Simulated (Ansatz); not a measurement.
This run works on a generated trial structure, not on a known crystal.

Input and command of a plane-wave DFT calculation in Ansatz:

```yaml
crystal:
  lattice:
    - [-4.0390887638, 4.0390887638, 2.6923539203]
    - [4.0390887638, -4.0390887638, 2.6923539203]
    - [4.0390887638, 4.0390887638, -2.6923539203]
  atoms:
    - { symbol: Si, position: [0.5, 0.0, 0.5] }
    - { symbol: Si, position: [0.0, 0.5, 0.5] }
    - { symbol: Sn, position: [0.6969831251, 0.6969831251, 0.3939662501] }
    - { symbol: Sn, position: [0.3030168749, 0.3030168749, 0.6060337499] }
    - { symbol: Sn, position: [0.6969831251, 0.3030168749, 0.0] }
    - { symbol: Sn, position: [0.3030168749, 0.6969831251, 0.0] }
    - { symbol: Sn, position: [0.0, 0.0, 0.0] }
basis:
  ecutwfc: 420
kpoints:
  mp_grid: { grid: [8, 8, 8] }
hamiltonian:
  xc: pbe
scf:
  occupations: { method: gaussian, width: 0.1 }
output:
  forces: true
  stress: true
  eigenvalues: true
relax:
  adjacent_minimum: "off"
  f_tol: 0.01
  max_steps: 80
  cell: { stress_tol: 0.05 }
```

```bash
ansatz run input.yaml --threads 1 --pin off --max-ram 2560MiB --backend cpu --events-out ev --progress --plain --runs-dir out
```

Processor: Intel(R) Xeon(R) Platinum 8259CL CPU @ 2.50GHz (Skylake/Cascade Lake), 1 thread, on a host shared with other jobs.

**Question.** Estimate time, memory and problem size.

**Answer.** About 3.4 min, peak memory 0.72 GiB. It solves 47 bands at 59 k points (after reduction by symmetry) with about 3461 plane waves (on the last cell), in 42 SCF iterations over 7 ionic steps.
